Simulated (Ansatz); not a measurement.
input.yaml (Ansatz)

```yaml
crystal:
  lattice:
    - [0.0, 2.5315761577, 2.5315761577]
    - [2.5315761577, 0.0, 2.5315761577]
    - [2.5315761577, 2.5315761577, 0.0]
  atoms:
    - { symbol: Cr, position: [0.125, 0.125, 0.125], spin: -2.624, spin_axis: [0, 0, 1] }
    - { symbol: Cr, position: [0.875, 0.875, 0.875], spin: 2.624, spin_axis: [0, 0, 1] }
hamiltonian:
  xc: r2scan
  pseudopotentials:
    kind: paw_fr
    azcp:
      Cr: "pseudopotentials/Cr.paw.azcp"
basis:
  ecutwfc: 500
  fft_grid_basis: typed
kpoints:
  mp_grid: { grid: [11, 11, 11], shift: [0, 0, 0] }
magnetization:
  noncollinear: true
  spin_orbit: true
scf:
  occupations: { method: fermi_dirac, width: 0.05 }
output:
  write_density: true
  write_potential: true
  elf: true
  volumetric_format: npy
```

Output

```
Engine: ansatz 0.2.0, x86_64-unknown-linux-gnu
Pseudopotentials: kind: paw_fr
Pseudopotential: Cr, paw_fr, valence charge 14, recommended cutoff 500 eV (meta_gga) 
Functional definition: r2SCAN
  parameter k0 = 0.174
  parameter k1 = 0.065
  parameter a1 = 4.9479
  exchange = r2scan_x(k0 = k0, k1 = k1, a1 = a1)
  correlation = r2scan_c
Crystal: 2 atoms, lattice volume = 32.449 Å³
Basis set: ecut = 500 eV, 869 PW (Γ), exchange–correlation on 108×108×108 points (64 copies of the dense FFT grid, shifted against one another)
Bands: 36, of which v1, the nominal top of the filled ones, is band 28 counted from 1 (27 counted from 0)
Symmetry: 8 space group operations + 8 with time reversal
Magnetic group: BNS 141.556 (UNI 1216), of the structure as read, at distance tolerance 3.2e-5 Å
k-points: 201 of 1331
Projection manifold: j_resolved (fully-relativistic pseudo-atomic orbitals)
Non-local potential: Cr, projectors of the file, l = 0: 3, l = 1: 4, l = 2: 6, l = 3: 2
PAW form: soft (Blöchl's): semilocal exchange-correlation on the pseudo side does not see the compensation charge
PAW frozen core: Cr, regenerated for the run's functional (the file was generated under x = pbe(κ = 0.804, μ = 0.2195149727645171), c = pbe(β = 0.06672455060314922))
PAW one-centre angular grid: Cr, 590 points (default); XC on 224 Gauss nodes
Initial density: superposition of atomic densities (chi_scale 0.1, normalization cell)
Starting moments: Σ|m| = 5.248 μB on 2 of 2 sites
Initial wavefunctions: pseudopotential atomic-orbital guess
Functional: x = r2scan, c = r2scan; τ floored in thin density (d = 2e-4 eV/Å³)
SCF iter   1: F=—  HF=-6759.029712 eV  |F-HF|=—  |Δ(HF+E_count)|=         —  Δρ=8.03e-2  dr2=1.70e0  dr2_τ=2.27e-2  dr2_m=2.88e-1  ethr=3.10e-3  |M|=2.68e-15 ∫|m|=4.85e0 μB  |m|>n=0.0e0 m-floor=0.0e0 τ_xc=0.0e0  β_m=1.00  ⟨swp⟩=6.6  Hψ=35249  notcnv=0  defer=7
spin=Noncollinear: Kerker preconditioning applied to the charge; magnetization (m_x, m_y, m_z) channels mix plain (no charge-response kernel on spin).
SCF iter   2: F=—  HF=-6759.232124 eV  |F-HF|=—  |Δ(HF+E_count)|=   2.02e-1  Δρ=3.64e-2  dr2=3.27e-1  dr2_τ=8.11e-3  dr2_m=8.54e-2  ethr=3.10e-3  |M|=2.79e-15 ∫|m|=5.32e0 μB  |m|>n=0.0e0 m-floor=0.0e0 τ_xc=1.8e-3  β_m=1.00  ⟨swp⟩=2.0  Hψ=15290  notcnv=0  defer=388  κ⁻¹=1.0e0(r=1)
SCF iter   3: F=—  HF=-6759.187722 eV  |F-HF|=—  |Δ(HF+E_count)|=   4.44e-2  Δρ=2.25e-2  dr2=3.02e-2  dr2_τ=2.71e-3  dr2_m=3.78e-2  ethr=1.17e-3  |M|=8.90e-16 ∫|m|=5.59e0 μB  |m|>n=0.0e0 m-floor=0.0e0 τ_xc=1.4e-3  β_m=1.00  ⟨swp⟩=2.4  Hψ=11903  notcnv=0  defer=388  κ⁻¹=2.9e-3(r=2)
SCF iter   4: F=—  HF=-6759.231806 eV  |F-HF|=—  |Δ(HF+E_count)|=   4.41e-2  Δρ=9.56e-3  dr2=1.14e-2  dr2_τ=3.93e-4  dr2_m=6.79e-3  ethr=1.08e-4  |M|=4.16e-15 ∫|m|=5.71e0 μB  |m|>n=0.0e0 m-floor=0.0e0 τ_xc=1.3e-3  β_m=1.00  ⟨swp⟩=2.0  Hψ=14458  notcnv=0  defer=388  κ⁻¹=6.2e-4(r=3)
...
SCF iter  12: F=—  HF=-6759.349115 eV  |F-HF|=—  |Δ(HF+E_count)|=   4.79e-6  Δρ=8.57e-5  dr2=9.78e-7  dr2_τ=2.46e-8  dr2_m=5.46e-7  ethr=5.72e-9  |M|=2.06e-15 ∫|m|=5.95e0 μB  |m|>n=0.0e0 m-floor=0.0e0 τ_xc=1.2e-3  β_m=0.30  ⟨swp⟩=2.0  Hψ=12526  notcnv=0  defer=388  κ⁻¹=1.1e-5(r=7)
SCF iter  13: F=—  HF=-6759.349139 eV  |F-HF|=—  |Δ(HF+E_count)|=   2.47e-5  Δρ=4.35e-5  dr2=6.93e-8  dr2_τ=5.64e-9  dr2_m=1.41e-7  ethr=3.57e-10  |M|=2.74e-15 ∫|m|=5.95e0 μB  |m|>n=0.0e0 m-floor=0.0e0 τ_xc=1.2e-3  β_m=0.30  ⟨swp⟩=6.3  Hψ=30203  notcnv=0  κ⁻¹=1.1e-6(r=8)
SCF iter  14: F=—  HF=-6759.349139 eV  |F-HF|=—  |Δ(HF+E_count)|=   4.84e-8  Δρ=1.65e-5  dr2=6.55e-8  dr2_τ=1.25e-9  dr2_m=1.81e-8  ethr=2.48e-10  |M|=3.16e-15 ∫|m|=5.95e0 μB  |m|>n=0.0e0 m-floor=0.0e0 τ_xc=1.2e-3  β_m=0.30  ⟨swp⟩=3.7  Hψ=18852  notcnv=0  κ⁻¹=4.2e-7(r=8)
SCF iter  15: F=-6759.349139 eV  HF=-6759.349139 eV  |F-HF|=8.96e-9  |Δ(HF+E_count)|=   2.62e-7  Δρ=6.85e-6  dr2=1.16e-8  dr2_τ=1.23e-10  dr2_m=4.16e-10  ethr=2.34e-10  |M|=6.56e-16 ∫|m|=5.95e0 μB  |m|>n=0.0e0 m-floor=0.0e0 τ_xc=1.2e-3  ⟨swp⟩=2.0  Hψ=13734  notcnv=0
SCF 1 converged in 15 iterations: F = -6759.349139 eV  dr2 = 1.16e-8
SCF converged after 15 iterations
Stability not checked: this state was not tested for a lower state beside it, because the mixer in use, unlike msr1, does not test its closes by its own steps (another_mixer; see scf.mixing.algorithm and scf.lower_state_search)
Magnetization: |M| = 0.0000 μB,  M = (+0.0000, +0.0000, -0.0000) μB
Absolute magnetization: 5.9530 μB (∫|m|, with the PAW one-centre terms)
  site 0: m = (+0.0000, -0.0000, -2.6194) μB, |m| = 2.6194 μB  (R = 0.90 Å)
  site 1: m = (+0.0000, +0.0000, +2.6194) μB, |m| = 2.6194 μB  (R = 0.90 Å)
Free energy (F): -6759.349139 eV
Harris-Foulkes:  -6759.349139 eV  (|F-HF|=8.96e-9)
Internal energy: -6759.339769 eV  (E = F + TS)
E sigma→0 (E₀):  -6759.344454 eV
Entropy (-TS):   -0.009370 eV (-4.685 meV/atom)
Fermi energy:    12.833625 eV
--- Per-component energies (eV) ---
  E_band       = -478.425740
  E_kinetic    = 696.395989
  E_local      = -3417.599788  (includes V_loc(G=0)·N_el)
  E_nonlocal   = 178.629596
  E_hartree    = 1479.597331
  E_xc         = -272.199205
  E_vxc        = -397.083057  (∫ρ·V_xc dr)
  E_paw        = -2420.880868  (= ΣΔE_a)
  E_vpaw       = -523.864328  (= ΣTr[D̂ρ^β])
  E_aug_tail   = 0.000486  (compensation charges beyond the density's cutoff)
  E_vtau       = 25.894600  (kinetic-family band-sum trace: ∫τ·v_τ [+ j·A + Jᵃ·Aᵃ] dr)
  E_ewald      = -3002.738915
  E_core_change = -0.544395  (= ΣΔE_core)
  E_smearing   = -0.009370  (= −TS)
  E_closure    = 0.000000  (closes the sum)
  Σ components = -6759.349139   (vs F -6759.349139, Δ=0.00e0)
--- Band table (eV; the first three rows and the last of 201) ---
  k-point 0: bands = ["-62.2655", "-62.2655", "-58.3860", "-58.3860", "-32.9694", "-32.9694", "-32.5913", "-32.5913", "-32.2226", "-32.2226", "-28.9391", "-28.9391", "-28.5390", "-28.5390", "-28.2897", "-28.2897", "6.4464", "6.4464", "10.8669", "10.8669", "10.8690", "10.8690", "11.0921", "11.0921", "11.0984", "11.0984", "11.1071", "11.1071", "14.8446", "14.8446", "14.8485", "14.8485", "14.8518", "14.8518", "17.0651", "17.0651"]
  k-point 1: bands = ["-62.2641", "-62.2641", "-58.3878", "-58.3878", "-32.9693", "-32.9693", "-32.5948", "-32.5948", "-32.2242", "-32.2242", "-28.9354", "-28.9354", "-28.5402", "-28.5402", "-28.2884", "-28.2884", "6.6189", "6.6189", "10.7527", "10.7527", "10.7678", "10.7678", "11.0917", "11.0917", "11.2264", "11.2264", "11.2460", "11.2460", "14.6887", "14.6887", "14.8623", "14.8623", "14.8709", "14.8709", "17.0463", "17.0463"]
  k-point 2: bands = ["-62.2604", "-62.2604", "-58.3926", "-58.3926", "-32.9692", "-32.9692", "-32.6041", "-32.6041", "-32.2287", "-32.2287", "-28.9251", "-28.9251", "-28.5435", "-28.5435", "-28.2849", "-28.2849", "7.1197", "7.1197", "10.6461", "10.6461", "10.6626", "10.6626", "11.0852", "11.0852", "11.3948", "11.3948", "11.4175", "11.4175", "14.2425", "14.2425", "14.9288", "14.9288", "14.9436", "14.9436", "16.9985", "16.9985"]
  k-point 200: bands = ["-62.2422", "-62.2422", "-58.4160", "-58.4160", "-32.9081", "-32.9081", "-32.6849", "-32.6849", "-32.2905", "-32.2905", "-28.8389", "-28.8389", "-28.5021", "-28.5021", "-28.3455", "-28.3455", "9.6495", "9.6495", "9.7947", "9.7947", "11.1977", "11.1977", "11.5948", "11.5948", "11.7852", "11.7852", "13.0385", "13.0385", "13.5206", "13.5206", "14.4372", "14.4372", "16.1727", "16.1727", "17.0339", "17.0339"]
```

Launched by

```sh
ansatz run input.yaml --threads 1 --pin off --max-ram 3584MiB --backend cpu --events-out ev --progress --plain --runs-dir out
```

On 1 thread of Intel(R) Xeon(R) Platinum 8259CL CPU @ 2.50GHz (Skylake/Cascade Lake) (shared host) this took about 280 s of wall time and 280 s of CPU time.
